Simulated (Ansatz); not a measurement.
## WC: relaxation (Ansatz)

Launch command:

```bash
ansatz run input.yaml --threads 2 --pin off --max-ram 2560MiB --backend cpu --events-out ev --progress --plain --runs-dir out
```

The input file (Ansatz 0.2.0, plane waves):

```yaml
crystal:
  lattice:
    - [2.881481, 0.0, 0.0]
    - [-1.440741, 2.495438, 0.0]
    - [0.0, 0.0, 2.813296]
  atoms:
    - { symbol: W, position: [0.0, 0.0, 0.0] }
    - { symbol: C, position: [0.66667, 0.33333, 0.5] }
  symmetry: { tolerance: 0.0003 }
kpoints:
  mp_grid: { grid: [12, 12, 11], shift: [0, 0, 0] }
magnetization:
  spin_polarized: false
scf:
  occupations: { method: fermi_dirac }
  lower_state_search: "off"
hamiltonian:
  pseudopotentials: { kind: paw }
  xc: pbe
basis:
  ecutwfc: 420
  fft_grid_basis: typed
relax:
  max_steps: 60
  cell: { p_target: 0.0 }
  f_tol: 0.03
output:
  forces: true
  stress: true
  eigenvalues: true
  bader: true
  populations: true
  elf: true
  write_potential: true
  volumetric_format: npy
  dos:
    e_range: [-12, 8]
    de: 0.05
    projected: { site_lists: { C: [C], W: [W] } }
  write_density: true
checkpoint:
  read: saved_state
```

Origin of the cell: a database entry, scaled a little.

The smearing width isn't typed, so it takes its default of 0.1 eV.

The saved state is a converged single point of the same cell.

Excerpt of the output:

```
Warning: the atoms were moved onto the symmetric positions of the space group found under crystal.symmetry.tolerance 3.0e-4 (fractional; no operation is sought that the atoms, as they stand i […]
Pseudopotentials: kind: paw
Pseudopotential: W, paw, valence charge 14, recommended cutoff 420 eV (normal), W.paw.azcp
Pseudopotential: C, paw, valence charge 4, recommended cutoff 420 eV (normal), C.paw.azcp
Functional definition: PBE
  exchange = pbe_x(kappa = kappa, mu = beta*pi^2/3)
  correlation = pbe_c(beta = beta)
Crystal: 2 atoms, lattice volume = 20.229 Å³
Basis set: ecut = 420 eV, 405 PW (Γ), exchange–correlation on 40×40×40 points (8 copies of the dense FFT grid, shifted against one another)
Bands: 13, of which v1, the nominal top of the filled ones, is band 9 counted from 1 (8 counted from 0)
Symmetry: 12 space group operations
[… 7 lines left out …]
Initial density: read from a saved state, or passed on in memory by an earlier SCF of this step, an earlier step, the calling program or the single point that the run made first
Functional: x = pbe(κ = 0.804, μ = 0.219515), c = pbe(β = 0.066725)
SCF iter   1: F=—  HF=-10636.023353 eV  Δρ=2.04e-3  dr2=1.62e-4
SCF iter   2: F=—  HF=-10636.023800 eV  Δρ=9.87e-4  dr2=2.23e-5
SCF iter   3: F=—  HF=-10636.023955 eV  Δρ=1.79e-4  dr2=3.98e-7
SCF iter   4: F=-10636.023960 eV  HF=-10636.023960 eV  Δρ=1.27e-5  dr2=2.96e-9
SCF iter   5: F=-10636.023960 eV  HF=-10636.023960 eV  Δρ=8.08e-7  dr2=3.26e-11
SCF iter   6: F=-10636.023960 eV  HF=-10636.023960 eV  Δρ=1.73e-7  dr2=2.06e-12
relax step   1: F+E_penalty+E_count = -10636.023960 eV  Δ(F+E_penalty+E_count) = +0.000e0 eV  max|allowed force component| = 1.249e-16 eV/Å  Δτ_max = 0.0000 Å  P = +16.683 GPa  Ω = 20.229 Å³  (6 SCF iters, accepted)
relax step   2: F+E_penalty+E_count = -10636.046512 eV  Δ(F+E_penalty+E_count) = -2.255e-2 eV  max|allowed force component| = 9.252e-17 eV/Å  Δτ_max = 0.0000 Å  P = -7.036 GPa  Ω = 21.486 Å³ […]
relax step   3: F+E_penalty+E_count = -10636.062300 eV  Δ(F+E_penalty+E_count) = -1.579e-2 eV  max|allowed force component| = 1.943e-16 eV/Å  Δτ_max = 0.0000 Å  P = -1.234 GPa  Ω = 21.104 Å³ […]
relax step   4: F+E_penalty+E_count = -10636.063394 eV  Δ(F+E_penalty+E_count) = -1.094e-3 eV  max|allowed force component| = 1.573e-16 eV/Å  Δτ_max = 0.0000 Å  P = +0.006 GPa  Ω = 21.047 Å³ […]
relax step   5: F+E_penalty+E_count = -10636.065236 eV  Δ(F+E_penalty+E_count) = -1.841e-3 eV  max|allowed force component| = 2.313e-16 eV/Å  Δτ_max = 0.0000 Å  P = +0.087 GPa  Ω = 21.047 Å³  stress off target by 8.87e-2 GPa […]
relax step   6: F+E_penalty+E_count = -10636.065228 eV  Δ(F+E_penalty+E_count) = +8.105e-6 eV  max|allowed force component| = 8.327e-17 eV/Å  Δτ_max = 0.0000 Å  P = -0.003 GPa  Ω = 21.052 Å³ […]
relax step   7: F+E_penalty+E_count = -10636.065241 eV  Δ(F+E_penalty+E_count) = -1.309e-5 eV  max|allowed force component| = 6.939e-17 eV/Å  Δτ_max = 0.0000 Å  P = -0.003 GPa  Ω = 21.052 Å³  stress off target by 3.32e-3 GPa […]
SCF 7 converged in 7 iterations: F = -10636.065241 eV  dr2 = 8.01e-16
basis re-selected at this cell: Δ(F+E_penalty+E_count) = -1.309e-5 eV, ΔP = +0.000 GPa vs the last step (what re-selecting the basis moved, of the pressure what is left beyond the Pulay corre […]
SCF converged after 7 iterations
Free energy (F): -10636.065241 eV
Harris-Foulkes:  -10636.065241 eV  (|F-HF|=3.64e-12)
Internal energy: -10636.056931 eV  (E = F + TS)
E sigma→0 (E₀):  -10636.061086 eV
Entropy (-TS):   -0.008310 eV (-4.155 meV/atom)
Fermi energy:    20.264136 eV
--- Per-component energies (eV) ---
  E_band       = -64.173486
  E_kinetic    = 540.744311
  E_local      = -675.175795  (includes V_loc(G=0)·N_el)
  E_nonlocal   = 25.355510
  E_hartree    = 237.896096
  E_xc         = -316.185975
  E_vxc        = -299.959184  (∫ρ·V_xc dr)
  E_paw        = -8661.048467  (= ΣΔE_a)
  E_vpaw       = -130.930463  (= ΣTr[D̂ρ^β])
  E_aug_tail   = -0.000056  (compensation charges beyond the density's cutoff)
  E_ewald      = -1787.642555
  E_smearing   = -0.008310  (= −TS)
  Σ components = -10636.065241   (vs F -10636.065241, Δ=0.00e0)
--- Forces (eV/Å), atoms counted from 1 ---
  atom   1  W      0.000000    -0.000000     0.000000
  atom   2  C      0.000000    -0.000000     0.000000
  max |Σ_I F_I| component: 2.04e-16 eV/Å
--- Stress (GPa, compression-positive) ---
       -0.003315       0.000000       0.000000
        0.000000      -0.003315      -0.000000
        0.000000      -0.000000      -0.001795
  P = ⅓ Tr σ = -0.0028 GPa (-0.028 kbar)
--- Relaxed structure (5 steps of the walk, 5 accepted, 2 SCFs on fresh bases) ---
  F+E_penalty+E_count = -10636.065241 eV   max|allowed force component| = 6.939e-17 eV/Å   (the final SCF, on the basis selected at the relaxed cell)
  cell:  # Å, volume = 21.0521 Å³
    - [2.922237, 2.927e-7, 0.0]
    - [-1.461119, 2.530731, 0.0]
    - [0.0, 0.0, 2.846643]
  atoms:
    - { symbol: W, position: [5.551e-17, -1.850e-17, 0.0] }
    - { symbol: C, position: [0.666667, 0.333333, 0.5] }
--- Löwdin populations: 2 sites ---
  site symbol       q [e]
     0      W     13.1877
     1      C      4.7292
  spilling = 0.004617 (of n_electrons = 18.000000)
--- Bader charges: 2 sites ---
  site symbol  charge [e]  shift [e]
     0      W      1.4218     0.0035
     1      C     -1.4218     0.0035
  estimated error of the sums over rays = 5.3e-4 e
```

The starting structure.

Space group P-6m2 (No. 187); the run's cell has a = 2.881 Å, b = 2.881 Å, c = 2.813 Å, α = 90.00°, β = 90.00°, γ = 120.00°. Shortest distances: C–W 2.18 Å, W–W 2.81 Å, C–C 2.81 Å.

After:

Space group P-6m2 (No. 187); the run's cell has a = 2.922 Å, b = 2.922 Å, c = 2.847 Å, α = 90.00°, β = 90.00°, γ = 120.00°. Shortest distances: C–W 2.21 Å, C–C 2.85 Å, W–W 2.85 Å.

* Free energy lowered by: 20.6 meV/atom
* Volume change: 4.07 %
* Final pressure: 0.00 GPa
* Relaxation steps listed: 7
* Formation energy (elements under the same functional, gases as molecules, uncorrected): -0.146 eV/atom
* Gap on the mesh: none (metal)

Caveats: no moments, though an odd count or open d shells may carry them; no spin-orbit coupling, though heavy elements are present; the relaxation held the start's symmetry, so the end may be a saddle point.

Time: 17 s on 2 threads of Intel(R) Xeon(R) Platinum 8488C (Sapphire Rapids), with other jobs on the host, peak memory 0.4 GiB, from a saved density.
